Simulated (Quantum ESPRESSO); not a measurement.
pw.x input (Quantum ESPRESSO 7.5; PBEsol, PseudoDojo standard norm-conserving files, fully relativistic):

```
&CONTROL
  calculation = 'scf'
  pseudo_dir = './pseudo'
  outdir = './out'
  tprnfor = .true.
  tstress = .true.
/
&SYSTEM
  ibrav = 0
  nat = 4
  ntyp = 4
  ecutwfc = 86.0
  ecutrho = 344.0
  occupations = 'smearing'
  smearing = 'fd'
  degauss = 0.002
  nbnd = 72
  noncolin = .true.
  lspinorb = .true.
/
&ELECTRONS
  conv_thr = 4e-10
/
ATOMIC_SPECIES
Se 78.9710 Se.upf
Sn 118.7100 Sn.upf
Te 127.6000 Te.upf
Pb 207.2000 Pb.upf
CELL_PARAMETERS angstrom
  4.394334946000   0.000000000000   0.000000000000
  0.000000000000   4.394334946000   0.000000000000
  0.000000000000   0.000000000000   6.205725225000
ATOMIC_POSITIONS crystal
Se   0.000000000000   0.000000000000   0.500000000000
Sn   0.500000000000   0.500000000000   0.500000000000
Te   0.500000000000   0.500000000000   0.000000000000
Pb   0.000000000000   0.000000000000   0.000000000000
K_POINTS automatic
6 6 4 0 0 0
```

End of the output:

```

[...]
     the Fermi energy is     9.5448 ev
!    total energy              =    -748.86643772 Ry
     estimated scf accuracy    <          1.1E-10 Ry
     smearing contrib. (-TS)   =      -0.00002762 Ry
     internal energy E=F+TS    =    -748.86641010 Ry
     The total energy is F=E-TS. E is the sum of the following terms:
     one-electron contribution =    -321.48686946 Ry
     hartree contribution      =     188.41045512 Ry
     xc contribution           =    -179.51281219 Ry
     ewald contribution        =    -436.27718357 Ry
     convergence has been achieved in   9 iterations
     Forces acting on atoms (cartesian axes, Ry/au):
     atom    1 type  1   force =     0.00000000    0.00000000    0.00000000
     atom    2 type  2   force =     0.00000000    0.00000000    0.00000000
     atom    3 type  3   force =     0.00000000    0.00000000    0.00000000
     atom    4 type  4   force =     0.00000000    0.00000000    0.00000000
     Total force =     0.000000     Total SCF correction =     0.000000
     Computing stress (Cartesian axis) and pressure
          total   stress  (Ry/bohr**3)                   (kbar)     P=       -0.80
  -0.00000797   0.00000000   0.00000000           -1.17        0.00        0.00
   0.00000000  -0.00000797   0.00000000            0.00       -1.17        0.00
   0.00000000   0.00000000  -0.00000035            0.00        0.00       -0.05
```

Geometry relaxed with PBEsol.
